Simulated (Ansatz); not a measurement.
BP (NiAs type, space group No. 194) at seven volumes, r²SCAN (plane waves, PAW; program Ansatz), shape and atoms relaxed at each. One row is withheld.

| V (Å³/atom) | P (GPa) |
|---|---|
| 9.395 | ? |
| 9.705 | 10.85 |
| 10.015 | 5.05 |
| 10.325 | 0.00 |
| 10.634 | -4.27 |
| 10.944 | -7.93 |
| 11.254 | -11.12 |

Problem. Fit the shown pressures and predict the withheld one.

Solution. Third-order Birch–Murnaghan: P = (3/2)B₀(x^(7/2) − x^(5/2))[1 + (3/4)(B′ − 4)(x − 1)] with x = (V₀/V)^(2/3). Least squares on the six rows gives V₀ = 10.326 Å³/atom, B₀ = 154.1 GPa, B′ = 4.10. At V = 9.395, x = 1.0650 and P = 17.68 GPa. The run itself gave 17.65 GPa.

Space group P6_3/mmc (NiAs type). The cell is a constructed one: a structure type filled with these elements; neither database checked (COD, Materials Project) lists it. It is not the phase usual at ambient conditions (space group No. 216). The cell was relaxed with r²SCAN under the symmetry of its start; whether a distortion lowers the energy is not shown.

Potentials: the earlier of the program's two PAW sets. The files were generated under PBE; for other functionals the program regenerates the frozen cores, and for LDA and PBEsol the local potential too.
